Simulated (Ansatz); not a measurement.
Sb:
```xyz
4
Lattice="-3.4773 3.4773 3.4773 3.4773 -3.4773 3.4773 3.4773 3.4773 -3.4773" Properties=species:S:1:pos:R:3 pbc="T T T"
Sb    -2.4721     2.4721     2.4721
Sb     2.4721    -2.4721     2.4721
Sb     2.4721     2.4721    -2.4721
Sb     1.0052     1.0052     1.0052
```

Relaxed with r²SCAN+D4. Special points in fractions of this cell's reciprocal vectors: Γ (0.000, 0.000, 0.000); H (0.500, -0.500, 0.500); N (0.000, 0.000, 0.500); P (0.250, 0.250, 0.250).

Task: List the band energies nearest the valence-band maximum at these points for the program Ansatz at the r²SCAN+D4 level (PAW).

Result: In eV from the valence-band maximum; about four levels below and three above (degenerate sets whole), none deeper than 8.9 eV; points with the same levels are listed once.

```
k                          below           above
-  -----------------------------  --------------
Γ    -2.27 -2.27 -2.27 0.00 0.00  1.29 1.29 1.29
H        -1.65 -0.58 -0.58 -0.58  2.54 2.54 2.54
N        -1.09 -0.48 -0.41 -0.35  1.80 2.13 3.12
P  -1.65 -1.65 -1.65 -0.43 -0.43  2.88 2.88 2.88
```

Space group I-43m. The start of the workflow was typed in or built on a structure type; neither database checked (COD, Materials Project) lists it. It is not the phase usual at ambient conditions (space group No. 166). Symmetry was held in the r²SCAN+D4 relaxation; its stability against distortions is not shown here. The volume moved by 16 % from the start of the relaxation. Spin–orbit coupling is left out wherever it is not named.

Potentials: the earlier of the program's two PAW sets.
